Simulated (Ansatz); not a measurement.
An Ansatz (a first-principles code) run. Input:

Ansatz 0.2 input:
```yaml
crystal:
  lattice:
    - [3.2652575525, 0.0, 0.0]
    - [-1.6326287763, 2.8277959904, 0.0]
    - [0.0, 0.0, 33.0]
  periodic: [true, true, false]
  atoms:
    - { symbol: S, position: [0.3333333333, 0.6666666667, 0.4527483718] }
    - { symbol: S, position: [0.6666666667, 0.3333333333, 0.5472516282] }
    - { symbol: Mo, position: [0.0, 0.0, 0.5] }
kpoints:
  mp_grid: { grid: [24, 24, 1] }
hamiltonian:
  xc: r2scan
  dispersion: d4
  pseudopotentials: { kind: paw }
scf:
  occupations: { method: gaussian, width: 0.05 }
relax:
  f_tol: 0.005
  max_steps: 150
output:
  eigenvalues: true
  stress: true
  write_potential: true
  volumetric_format: []
```

Output (shortened):

```
WARN output.stress: scf.convergence.dr2_threshold = 2.5e-8 eV (the default of a walk held to its f_tol) is looser than the 3e-10 eV advised for a printed …
Pseudopotential: S, paw, valence charge 6
Pseudopotential: Mo, paw, valence charge 14
Functional definition: r2SCAN
Crystal: 3 atoms, lattice volume = 304.705 Å³
Basis set: ecut = 500 eV, 7639 PW (Γ), exchange–correlation on 96×96×972 points (64 copies of the dense FFT grid, shifted against one another)
Bands: 17, of which v1, the nominal top of the filled ones, is band 13 counted from 1 (12 counted from 0)
Symmetry: 12 space group operations
Space group: P-3m1 (ITA 164), of the structure as read, at distance tolerance 6.7e-5 Å
k-points: 61 of 576
SCF iter   1: F=—  HF=-6781.478282 eV  |F-HF|=—  |Δ(HF+E_count)|=         —  Δρ=4.99e-3  dr2=1.45e-1  dr2_τ=4.83e-2  ethr=1.77e-3  ⟨swp⟩=14.0  Hψ=10139  notcnv=0
preconditioner: auto → LDOS
SCF iter   2: F=—  HF=-6781.490746 eV  |F-HF|=—  |Δ(HF+E_count)|=   1.25e-2  Δρ=2.26e-3  dr2=2.78e-2  dr2_τ=7.67e-3  ethr=5.59e-4  ⟨swp⟩=3.9  Hψ=3031  notcnv=0  defer=3
SCF iter   3: F=—  HF=-6781.487674 eV  |F-HF|=—  |Δ(HF+E_count)|=   3.07e-3  Δρ=4.01e-4  dr2=1.39e-3  dr2_τ=1.92e-5  ethr=1.07e-4  ⟨swp⟩=2.6  Hψ=1889  notcnv=0  defer=3
SCF iter   4: F=—  HF=-6781.487838 eV  |F-HF|=—  |Δ(HF+E_count)|=   1.64e-4  Δρ=2.04e-4  dr2=1.17e-4  dr2_τ=2.05e-5  ethr=5.33e-6  ⟨swp⟩=3.4  Hψ=2395  notcnv=0  defer=3
SCF iter   5: F=—  HF=-6781.487960 eV  |F-HF|=—  |Δ(HF+E_count)|=   1.21e-4  Δρ=3.78e-5  dr2=2.18e-6  dr2_τ=4.24e-7  ethr=4.48e-7  ⟨swp⟩=3.4  Hψ=2314  notcnv=0  defer=3
SCF iter   6: F=-6781.487962 eV  HF=-6781.487962 eV  |F-HF|=1.05e-8  |Δ(HF+E_count)|=   2.84e-6  Δρ=1.02e-5  dr2=3.58e-7  dr2_τ=5.37e-8  ethr=2.40e-9  ⟨swp⟩=23.0  Hψ=14304  notcnv=0
SCF 1 converged in 6 iterations: F = -6781.487962 eV  dr2 = 3.58e-7
  Residual-converged pass: ⟨swp⟩=1.1  Hψ=1289  notcnv=0  max |occ|·‖R‖ = 7.1e-9 eV (tolerance 1.0e-8 eV)  dr2=3.58e-7  dr2_τ=5.37e-8  dr2_onsite=4.73e-9  max |Δocc| = 6.5e-10
relax step   1: F+E_penalty+E_count = -6781.48796246 eV  Δ(F+E_penalty+E_count) = +0.000e0 eV  max|allowed force component| = 4.784e-1 eV/Å  Δτ_max = 0.0000 Å  (6 SCF iters, dr2 threshold 6.25e-7 eV, accepted)
Crystal: 3 atoms, lattice volume = 304.705 Å³
iter 1 solved again at ethr=4.18e-5 eV; its pass at ethr=3.10e-3 eV (dr2=1.09e-2 eV) is discarded
SCF iter   1: F=—  HF=-6781.483846 eV  |F-HF|=—  |Δ(HF+E_count)|=         —  Δρ=1.49e-3  dr2=1.21e-2  dr2_τ=1.59e-2  ethr=4.18e-5  ⟨swp⟩=2.9  Hψ=5235  notcnv=0  defer=2
preconditioner: auto → LDOS
SCF iter   2: F=—  HF=-6781.499809 eV  |F-HF|=—  |Δ(HF+E_count)|=   1.60e-2  Δρ=4.52e-4  dr2=1.18e-3  dr2_τ=3.87e-4  ethr=4.18e-5  ⟨swp⟩=2.1  Hψ=1848  notcnv=0  defer=2
SCF iter   3: F=—  HF=-6781.499830 eV  |F-HF|=—  |Δ(HF+E_count)|=   2.09e-5  Δρ=1.12e-4  dr2=6.14e-5  dr2_τ=2.95e-6  ethr=4.56e-6  ⟨swp⟩=3.4  Hψ=2002  notcnv=0  defer=2
SCF iter   4: F=-6781.499839 eV  HF=-6781.499840 eV  |F-HF|=1.45e-6  |Δ(HF+E_count)|=   1.04e-5  Δρ=2.95e-5  dr2=4.45e-6  dr2_τ=1.35e-7  ethr=5.50e-8  ⟨swp⟩=25.3  Hψ=16429  notcnv=0
SCF 2 converged in 4 iterations: F = -6781.499839 eV  dr2 = 4.45e-6
relax step   2: F+E_penalty+E_count = -6781.49983893 eV  Δ(F+E_penalty+E_count) = -1.188e-2 eV  max|allowed force component| = 2.264e-1 eV/Å  Δτ_max = 0.0456 Å  (4 SCF iters, dr2 threshold 1.43e-5 eV, accepted)
Crystal: 3 atoms, lattice volume = 304.705 Å³
SCF iter   1: F=—  HF=-6781.502643 eV  |F-HF|=—  |Δ(HF+E_count)|=         —  Δρ=4.47e-4  dr2=1.15e-3  dr2_τ=1.55e-3  ethr=4.39e-5  ⟨swp⟩=4.3  Hψ=3391  notcnv=0  defer=2
preconditioner: auto → LDOS
SCF iter   2: F=—  HF=-6781.503050 eV  |F-HF|=—  |Δ(HF+E_count)|=   4.07e-4  Δρ=1.39e-4  dr2=1.16e-4  dr2_τ=3.97e-5  ethr=4.44e-6  ⟨swp⟩=3.2  Hψ=2892  notcnv=0  defer=2
SCF iter   3: F=—  HF=-6781.503067 eV  |F-HF|=—  |Δ(HF+E_count)|=   1.70e-5  Δρ=3.53e-5  dr2=6.90e-6  dr2_τ=3.09e-7  ethr=4.45e-7  ⟨swp⟩=2.5  Hψ=1893  notcnv=0  defer=2
SCF iter   4: F=-6781.503067 eV  HF=-6781.503067 eV  |F-HF|=6.08e-7  |Δ(HF+E_count)|=   4.84e-7  Δρ=1.23e-5  dr2=9.78e-7  dr2_τ=4.20e-8  ethr=1.23e-8  ⟨swp⟩=23.0  Hψ=14149  notcnv=0
SCF 3 converged in 4 iterations: F = -6781.503067 eV  dr2 = 9.78e-7
  Residual-converged pass: ⟨swp⟩=1.1  Hψ=1298  notcnv=0  max |occ|·‖R‖ = 7.1e-9 eV (tolerance 1.0e-8 eV)  dr2=9.78e-7  dr2_τ=4.20e-8  dr2_onsite=1.05e-8  max |Δocc| = 5.7e-10
relax step   3: F+E_penalty+E_count = -6781.50306671 eV  Δ(F+E_penalty+E_count) = -3.228e-3 eV  max|allowed force component| = 4.586e-3 eV/Å  Δτ_max = 0.0140 Å  (4 SCF iters, dr2 threshold 3.20e-6 eV, accepted)
Crystal: 3 atoms, lattice volume = 304.705 Å³
iter 1 solved again at ethr=3.75e-9 eV; its pass at ethr=3.10e-3 eV (dr2=9.76e-7 eV) is discarded
SCF iter   1: F=—  HF=-6781.503067 eV  |F-HF|=—  |Δ(HF+E_count)|=         —  Δρ=1.23e-5  dr2=9.78e-7  dr2_τ=4.22e-8  ethr=3.75e-9  ⟨swp⟩=1.0  Hψ=3538  notcnv=0
preconditioner: auto → LDOS
SCF iter   2: F=—  HF=-6781.503067 eV  |F-HF|=—  |Δ(HF+E_count)|=   4.30e-8  Δρ=1.06e-5  dr2=8.27e-7  dr2_τ=2.33e-8  ethr=3.75e-9  ⟨swp⟩=3.2  Hψ=2373  notcnv=0
SCF iter   3: F=-6781.503067 eV  HF=-6781.503067 eV  |F-HF|=1.05e-8  |Δ(HF+E_count)|=   1.63e-7  Δρ=1.16e-6  dr2=3.04e-9  dr2_τ=3.29e-10  ethr=9.62e-11  ⟨swp⟩=14.2  Hψ=12005  notcnv=0
SCF 4 converged in 3 iterations: F = -6781.503067 eV  dr2 = 3.04e-9
relax step   4: F+E_penalty+E_count = -6781.50306721 eV  Δ(F+E_penalty+E_count) = -4.990e-7 eV  max|allowed force component| = 4.429e-3 eV/Å  Δτ_max = 0.0000 Å  (3 SCF iters, accepted)
Crystal: 3 atoms, lattice volume = 304.705 Å³
iter 1 solved again at ethr=1.20e-11 eV; its pass at ethr=3.10e-3 eV (dr2=3.11e-9 eV) is discarded
SCF iter   1: F=—  HF=-6781.503067 eV  |F-HF|=—  |Δ(HF+E_count)|=         —  Δρ=1.16e-6  dr2=3.04e-9  dr2_τ=3.29e-10  ethr=1.20e-11  ⟨swp⟩=1.0  Hψ=7437  notcnv=0
preconditioner: auto → LDOS
SCF iter   2: F=-6781.503067 eV  HF=-6781.503067 eV  |F-HF|=1.12e-9  |Δ(HF+E_count)|=   1.00e-8  Δρ=3.63e-7  dr2=3.99e-10  dr2_τ=1.63e-11  ethr=1.17e-11  ⟨swp⟩=13.9  Hψ=9739  notcnv=0
SCF 5 converged in 2 iterations: F = -6781.503067 eV  dr2 = 3.99e-10
WARN: The output density's exchange-correlation potential varies sharply where the density is thin …
the relaxation is at rest under the 12 symmetry operations that the run kept from its start: a minimum is not shown …
SCF converged after 2 iterations
Stability not checked: this state was not tested for a lower state beside it, because too few of the mixer's solves of this state at the end of the SCF gave a …
Free energy (F): -6781.503067 eV
Harris-Foulkes:  -6781.503067 eV  (|F-HF|=1.12e-9)
Internal energy: -6781.501009 eV  (E = F + TS)
E sigma→0 (E₀):  -6781.502038 eV
Entropy (-TS):   -0.002058 eV (-0.686 meV/atom)
Fermi energy:    -5.307367 eV
--- Per-component energies (eV) ---
  E_band       = -597.972378
  E_kinetic    = 652.092340
  E_local      = -47135.843169  (includes V_loc(G=0)·N_el)
  E_nonlocal   = 198.636447
  E_hartree    = 23129.691894
  E_xc         = -361.117858
  E_vxc        = -444.142431  (∫ρ·V_xc dr)
  E_paw        = -4435.782495  (= ΣΔE_a)
  E_vpaw       = -154.068212  (= ΣTr[D̂ρ^β])
  E_aug_tail   = 0.000007  (compensation charges beyond the density's cutoff)
  E_vtau       = 25.967092  (kinetic-family band-sum trace: ∫τ·v_τ [+ j·A + Jᵃ·Aᵃ] dr)
  E_ewald      = 21171.562070
  E_disp       = -0.299509  (pairwise vdW)
  E_core_change = -0.440737  (= ΣΔE_core)
  E_smearing   = -0.002058  (= −TS)
  E_closure    = 0.000000  (closes the sum)
  Σ components = -6781.503067   (vs F -6781.503067, Δ=0.00e0)
  [band-id]    e_kinetic+e_local+e_nonlocal+2·e_hartree+e_vxc+e_vpaw+e_augmentation_tail+e_vtau = -597.974138   (vs E_band -597.972378, Δ=-1.76e-3)
--- Forces (eV/Å), atoms counted from 1 ---
  atom   1  S      0.00000000     0.00000000    -0.00443983
  atom   2  S      0.00000000     0.00000000     0.00443983
  atom   3  Mo     0.00000000     0.00000000     0.00000000
  max |Σ_I F_I| component: 9.25e-18 eV/Å
--- 2D stress c σ (N/m, compression-positive) ---
       -1.991018       0.000000       0.000000
        0.000000      -1.991018       0.000000
        0.000000       0.000000       0.000000
  P = ½ c Tr σ = -1.9910 N/m
--- Band table (eV; the first three rows and the last of 61) ---
  k-point 0: bands = ["-69.1937", "-42.4664", "-42.4664", "-42.4475", "-20.6923", "-19.4066", "-11.7289", "-9.6719", "-9.6719", "-8.1906", "-6.3694", "-6.3694", "-5.8794", "-5.8794", "-5.8456", "-1.9183", "-1.9183"]
  k-point 1: bands = ["-69.1932", "-42.4717", "-42.4676", "-42.4464", "-20.6659", "-19.4010", "-11.6958", "-9.7679", "-9.6567", "-8.1024", "-6.6078", "-6.5499", "-6.0048", "-5.6987", "-5.5894", "-2.0163", "-1.9370"]
  k-point 2: bands = ["-69.1918", "-42.4873", "-42.4712", "-42.4433", "-20.5878", "-19.3846", "-11.5980", "-9.9929", "-9.6142", "-7.9110", "-7.1056", "-6.8444", "-6.0703", "-5.4045", "-5.3242", "-2.2574", "-1.9843"]
  k-point 60: bands = ["-69.1609", "-42.6786", "-42.6786", "-42.3760", "-18.7329", "-18.7329", "-11.0321", "-11.0321", "-10.7779", "-9.3215", "-9.3215", "-9.0286", "-4.7836", "-4.6897", "-4.6897", "-1.9951", "-1.9951"]
--- Relaxed structure (4 steps of the walk, 4 accepted, 0 SCFs on fresh bases) ---
  F+E_penalty+E_count = -6781.50306721 eV   max|allowed force component| = 4.429e-3 eV/Å
  cell:  # Å, volume = 304.7049 Å³
    - [3.2652575525207843, 2.8867567057307765e-11, 0.0]
    - [-1.6326287762853922, 2.8277959903675662, 0.0]
    - [0.0, 0.0, 33.0]
  atoms:
    - { symbol: S, position: [0.33333333333333337, 0.6666666666666667, 0.45370455084590916] }
    - { symbol: S, position: [0.6666666666666666, 0.33333333333333337, 0.5462954491540911] }
    - { symbol: Mo, position: [0.0, 0.0, 0.5000000000000001] }
```

Cost: very roughly 2.0 core-minutes on shared cores.

This run is a variant of the relaxed cell: strain +2 % along x, +2 % along y, atoms relaxed.

The layer was cut from a bulk entry of the Materials Project (measured or hypothetical); whether that bulk phase is the ambient one, and whether the layer has been isolated, was not checked. The strained cell keeps its size and symmetry.

Potentials: the later of the program's two PAW sets.

Ansatz is a plane-wave DFT program.
